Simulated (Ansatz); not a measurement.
**Tetragonal deformation path in Ni**

All numbers below come from DFT PBEsol, scalar-relativistic, plane waves, PAW in Ansatz. The runs took a 420 eV cutoff, a Γ-centred 26×26×26 mesh and Gaussian smearing (0.15 eV). Collinear spins, started from moments 0.8 μB in atom order; the magnetic state may not be the lowest. Energies are free energies at this smearing, counted from the undisturbed cell; pressure is positive in compression.

Reference structure (as given, not relaxed at this level; it stands at -12.3 GPa):

```xyz
1
Lattice="0.0000 1.7679 1.7679 1.7679 0.0000 1.7679 1.7679 1.7679 0.0000" Properties=species:S:1:pos:R:3 pbc="T T T"
Ni    0.0000    0.0000    0.0000
```

At fixed volume and fractional coordinates, lengths along (0.000, 0.000, 1.000) are scaled against those across it; ρ is that ratio over its starting value. The cell is metallic on the mesh throughout. At ρ = 0.707 the cell becomes cubic (Im-3m), and there the slope of the energy vanishes by symmetry. At -12 GPa the given cell is far from its own equilibrium, so these figures belong to a strongly strained crystal.

```
    ρ  ΔE (meV/atom) pressure (GPa) moment (μB/cell)
0.707           99.9           -10.6              0.56
0.780           82.6           -10.7              0.59
0.850           47.6           -11.3              0.61
0.920              ?           -11.9                 ?
1.000            0.0           -12.3              0.64
1.100           27.4               ?                 ?
1.200          108.7            -9.2              0.61
1.300          233.2            -5.5              0.55
1.414          423.1             1.1              0.51
```

Q: Give the withheld values.

A: ΔE (meV/atom) at ρ = 0.920: 15.4; moment (μB/cell) at ρ = 0.920: 0.63; pressure (GPa) at ρ = 1.100: -11.5; moment (μB/cell) at ρ = 1.100: 0.64.